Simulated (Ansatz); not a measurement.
Total density of states per atom from PBEsol in the plane-wave PAW code Ansatz, in 0.25 eV bins, energy from the Fermi level:

(E (eV), states/eV/atom): (-7.85, 0.19); (-7.60, 0.24); (-7.35, 0.38); (-7.10, 0.96); (-6.85, 1.14); (-6.60, 1.46); (-6.35, 1.57); (-6.10, 1.39); (-5.85, 1.90); (-5.60, 1.63); (-5.35, 2.05); (-5.10, 1.51); (-4.85, 1.96); (-4.60, 2.56); (-4.35, 2.33); (-4.10, 2.52); (-3.85, 2.29); (-3.60, 1.64); (-3.35, 1.60); (-3.10, 1.47); (-2.85, 1.46); (-2.60, 1.58); (-2.35, 2.11); (-2.10, 2.91); (-1.85, 2.38); (-1.60, 0.35); (-1.35, 0.29); (-1.10, 0.29); (-0.85, 0.29); (-0.60, 0.29); (-0.35, 0.29); (-0.10, 0.30); (0.15, 0.30); (0.40, 0.28); (0.65, 0.27); (0.90, 0.27); (1.15, 0.25); (1.40, 0.26); (1.65, 0.29); (1.90, 0.29); (2.15, 0.27); (2.40, 0.26); (2.65, 0.25); (2.90, 0.26); (3.15, 0.26); (3.40, 0.23); (3.65, 0.21); (3.90, 0.23); (4.15, 0.40); (4.40, 0.37); (4.65, 0.38)

Question: Which compound is it?
A) Hf, hcp (Mg type)
B) Co, hcp (Mg type)
C) Au, hcp (Mg type)
D) Ti, hcp (Mg type)

Answer: C, Au, hcp (Mg type). Within 0.5 eV of the Fermi level: Au 6s 42 %, Au 5d 35 %, outside the projected shells 23 %. Projections are on Löwdin-orthogonalised atomic valence shells; empty p or d shells of many metals are not among them.

Space group P6_3/mmc (hcp (Mg type)). The workflow started from an entry of the Crystallography Open Database (COD), which files this formula under 2 space groups. It is not the phase usual at ambient conditions (space group No. 225). The cell was relaxed with PBEsol under the symmetry of its start; of distortions, only those at the zone centre were tested. Scalar-relativistic: spin–orbit coupling is off unless named, which matters more the heavier the elements.

Potentials: the earlier of the program's two PAW sets.
